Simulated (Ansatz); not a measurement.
Relaxed-ion elastic tensor of Ni (fcc (Cu type), space group No. 225) in GPa (Voigt order), PBEsol in the plane-wave PAW code Ansatz; density 9.44 g/cm³, 10.33 Å³ per atom.

```csv
,1,2,3,4,5,6
1,306,199,199,0.0,0.0,0.0
2,199,306,199,0.0,0.0,0.0
3,199,199,306,0.0,0.0,0.0
4,0.0,0.0,0.0,144,0.0,0.0
5,0.0,0.0,0.0,0.0,144,0.0
6,0.0,0.0,0.0,0.0,0.0,144
```

**Question.** Is the crystal mechanically stable?

**Answer.** Yes: the smallest eigenvalue of C is 107 GPa.

**Question.** Work out the Voigt, Reuss and Hill averages.

**Answer.** K_V = 235, K_R = 235, K_H = 235; G_V = 108, G_R = 85.7, G_H = 96.6 GPa.

**Question.** Give Young's modulus, Poisson's ratio, Pugh's ratio and the universal anisotropy index.

**Answer.** E = 9KG/(3K + G) = 255 GPa; ν = 0.32; K/G = 2.43 (ductile by the Pugh limit of 1.75); A_U = 5G_V/G_R + K_V/K_R − 6 = 1.28.

**Question.** Estimate the sound speeds and the Debye temperature.

**Answer.** v_l = √((K + 4G/3)/ρ) = 6210 m/s, v_t = √(G/ρ) = 3200 m/s, mean 3580 m/s; Θ = (h/k)(3n/4πV)^(1/3) v_m = 490 K.

**Question.** Give the Zener ratio and Young's modulus along [100], [110] and [111].

**Answer.** A = 2C44/(C11 − C12) = 2.69; 1/E = S11 − 2(S11 − S12 − S44/2)Γ with Γ = 0, 1/4, 1/3 gives 149, 265, 358 GPa.

**Question.** Solve the Christoffel equation for the three sound speeds along [100], [110], [111].

**Answer.** Eigenvalues of C_ijkl n_j n_l equal ρv². In km/s, slowest first: [100] 3.90, 3.90, 5.69; [110] 2.38, 3.90, 6.48; [111] 2.97, 2.97, 6.72.

Space group Fm-3m (fcc (Cu type)). The cell was relaxed with PBEsol under the symmetry of its start. The workflow began spin-polarised and lost its moments. Textbook magnetic order: ferromagnetic. As this level gives no gap, shear constants depend on the k-mesh and smearing (Fermi–Dirac, 0.1 eV here). On the denser mesh and wider smearing of the elastic run this cell carries a stress of 0.6 GPa.

Potentials: the earlier of the program's two PAW sets. The files were generated under PBE; for other functionals the program regenerates the frozen cores, and for LDA and PBEsol the local potential too.
